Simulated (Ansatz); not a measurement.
Question: AlPt (rock salt, Fm-3m) is relaxed with the program Ansatz at the PBE level (PAW). What lattice parameters of the conventional cell result?

Answer: a = 5.135 Å.

The start of the workflow was typed in or built on a structure type; neither database checked (COD, Materials Project) lists it. Whether it is the stable phase at ambient conditions was not checked. Symmetry was held in the PBE relaxation; its stability against distortions is not shown here. The run is not spin-polarised. Spin–orbit coupling is left out wherever it is not named.

Potentials: the earlier of the program's two PAW sets.
